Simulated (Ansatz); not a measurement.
# Energy against volume for ZrO2 (polar-ZrO2 type, space group Pca2_1)

ZrO2 (polar-ZrO2 type, space group Pca2_1)

```cif
data_O8Zr4
_chemical_formula_sum 'Zr4 O8'
_space_group_name_H-M_alt 'Pca21'
_space_group_IT_number 29
_space_group_name_Hall 'P 2c -2ac'
_cell_length_a 5.32380
_cell_length_b 5.09807
_cell_length_c 5.12809
_cell_angle_alpha 90.000
_cell_angle_beta 90.000
_cell_angle_gamma 90.000
loop_
_atom_site_label
_atom_site_type_symbol
_atom_site_symmetry_multiplicity
_atom_site_Wyckoff_symbol
_atom_site_fract_x
_atom_site_fract_y
_atom_site_fract_z
_atom_site_occupancy
Zr1 Zr 4 a 0.03061 0.26578 0.24988 1
O1 O 4 a 0.36449 0.06507 0.10466 1
O2 O 4 a 0.22603 0.53462 0.00146 1
```

This relaxed cell (volume V₀) is scaled evenly in all directions, its shape held. The atoms relax within the cell's symmetry.

These are PBE (plane waves to 420 eV, PAW, scalar-relativistic; Ansatz, a program for electronic structure) values and carry that method's errors. k mesh 5×5×5 (Γ-centred), Fermi-Dirac smearing 0.05 eV. The energy includes the smearing's −TS. Compression counts positive. The relaxing atoms change the space group within the scan (Pbcn at V/V₀ = 1.083), so nothing is fitted. ZrO2 is run without spin polarisation. ZrO2 was relaxed with its symmetry unable to fall. ΔE is measured from the relaxed starting cell.

| V (Å³/atom) | ΔE (meV/atom) | P (GPa) |
|---|---|---|
| 10.439 | 81.0 | 24.1 |
| 10.632 | 54.8 | 19.4 |
| 10.825 | 34.1 | 15.0 |
| 11.019 | 18.6 | 10.8 |
| 11.212 | 8.0 | 6.8 |
| 11.405 | 1.9 | 3.3 |
| 11.599 | 0.0 | 0.0 |
| 11.792 | 1.8 | -2.9 |
| 11.985 | 6.7 | -5.3 |
| 12.178 | 14.3 | -7.1 |
| 12.372 | 23.6 | -7.8 |
| 12.565 | 28.4 | -2.5 |
| 12.758 | 32.2 | -3.8 |

Read from the data:

The pressure at the smallest volume is 24.1 GPa. The energy cost of the largest compression is 81.0 meV/atom and the energy cost of the largest expansion is 32.2 meV/atom.

The 13 points together took very roughly 23 core-minutes.

(A scan under strain: stresses follow from slopes of the energy per volume, elastic moduli from its curvatures.)
